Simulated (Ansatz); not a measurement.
ZrGeS:
```yaml
crystal:
  lattice:
    - [3.64038, 0.00000, 0.00000]
    - [0.00000, 3.64038, 0.00000]
    - [0.00000, 0.00000, 8.06354]
  atoms:
    - { symbol: Zr, position: [0.00000, 0.50000, 0.27471] }
    - { symbol: Zr, position: [0.50000, 0.00000, 0.72529] }
    - { symbol: S, position: [0.00000, 0.50000, 0.62162] }
    - { symbol: S, position: [0.50000, 0.00000, 0.37838] }
    - { symbol: Ge, position: [0.00000, 0.00000, 0.00000] }
    - { symbol: Ge, position: [0.50000, 0.50000, 0.00000] }
```

Relaxed with r²SCAN. Special points in fractions of this cell's reciprocal vectors: Γ (0.000, 0.000, 0.000); X (0.000, 0.500, 0.000); M (0.500, 0.500, 0.000); Z (0.000, 0.000, 0.500); R (0.000, 0.500, 0.500); A (0.500, 0.500, 0.500).

**Question.** List the band energies nearest the Fermi level at these points for r²SCAN in the plane-wave PAW code Ansatz.

**Answer.** In eV from the Fermi level; about four levels below and three above (degenerate sets whole), none deeper than 8.9 eV; points with the same levels are listed once.

| k | below | above |
|---|---|---|
| Γ | -2.56 -2.56 -2.34 -1.38 -0.22 | 0.69 1.03 1.20 1.20 |
| X | -1.98 -1.98 -0.61 -0.61 | 0.68 0.68 2.00 2.00 |
| M | -4.11 -4.11 -2.54 -2.54 | 2.68 2.68 2.88 2.88 |
| Z | -3.02 -3.02 -2.61 -2.55 -2.55 | 0.25 1.06 1.23 |
| R | -2.16 -2.16 -0.36 -0.36 | 0.82 0.82 1.87 1.87 |
| A | -3.95 -3.95 -2.60 -2.60 | 1.68 1.68 2.70 2.70 |

Space group P4/nmm. The workflow started from an entry of the Crystallography Open Database (COD). Its standing as an ambient phase is unchecked. The cell was relaxed with r²SCAN under the symmetry of its start; its stability against distortions is not shown here. No spin polarisation was allowed. Scalar-relativistic: spin–orbit coupling is off unless named, which matters more the heavier the elements.

Potentials: the later of the program's two PAW sets.
